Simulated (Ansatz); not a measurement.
Values for one crystal, relaxed and computed with PBEsol (plane waves, PAW; program Ansatz); other levels are named.

- Volume per atom: 20.21 Å³
- Electronic character: metallic (no gap)
- Elastic constants (relaxed ions, GPa): C11 = 193, C12 = 55.6, C13 = 43.0, C33 = 102, C44 = 62.7
- Density of states at the Fermi level: 0.40 states/eV per atom (mean over ±0.08 eV)
- Hill bulk and shear moduli: 81.5 and 60.4 GPa
- Young's modulus: 145 GPa
- Gap with spin–orbit coupling: none (metallic)

**Question.** Pick the material that matches.
(A) GaBi, rock salt
(B) SmCo5, P6/mmm (Sm on 1a, Co on 2c, Co on 3g)
(C) GaNi, CsCl type
(D) YGa2, P6/mmm (Ga on 2d, Y on 1a)

**Answer.** D, YGa2, P6/mmm (Ga on 2d, Y on 1a)

The workflow started from an entry of the Crystallography Open Database (COD). Its standing as an ambient phase is unchecked. The cell was relaxed with PBEsol under the symmetry of its start; whether a distortion lowers the energy is not shown. No spin polarisation was allowed. As this level gives no gap, shear constants depend on the k-mesh and smearing (Fermi–Dirac, 0.1 eV here). On the denser mesh and wider smearing of the elastic run this cell carries a stress of 0.4 GPa. Scalar-relativistic: spin–orbit coupling is off unless named, which matters more the heavier the elements.

Potentials: the later of the program's two PAW sets.
